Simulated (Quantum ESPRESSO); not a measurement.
```
CELL_PARAMETERS angstrom
      3.93078     0.00000     0.00000
     -1.96539     3.40416     0.00000
      0.00000     0.00000     6.11195
ATOMIC_POSITIONS crystal
  La 0.66667 0.33333 0.75376
  La 0.33333 0.66667 0.24624
  O  0.66667 0.33333 0.35411
  O  0.33333 0.66667 0.64589
  O  0.00000 0.00000 0.00000
```
Geometry: a computed entry of the Materials Project; it was not checked against measured cells. It is La2O3 in P-3m1. Stability against distortions was not tested. The run has no spin polarisation.

A lattice sum over point charges, one formal value an element (La +3, O -2), with no Sternheimer factor, costs far less than a self-consistent run. Taken along the main axis of each site's self-consistent tensor, it gives:

```
site             V along that axis, point charges (a.u.)
---------------  ---------------------------------------
La (atoms 1, 2)                                    0.012
O1 (atoms 3, 4)                                   -0.011
O2 (atom 5)                                       -0.022
```

**Question.** How do the values of a PBE PAW density (pw.x of a modified build of Quantum ESPRESSO, JTH datasets) with the all-electron reconstruction of Petrilli and co-workers compare?

**Answer.** 
| site | Vzz, PAW (a.u.) | PAW over point charges |
|---|---|---|
| La | 1.268 | 110 |
| O1 | 0.086 | -7.7 |
| O2 | -0.092 | 4.2 |
Along that axis the sign differs on O1.  Cores are frozen. Against all-electron runs on small test molecules, this scheme's |Vzz| missed by −2 to +6 % on O. La had no test against all-electron runs. Spin–orbit coupling is left out, a limit on La.
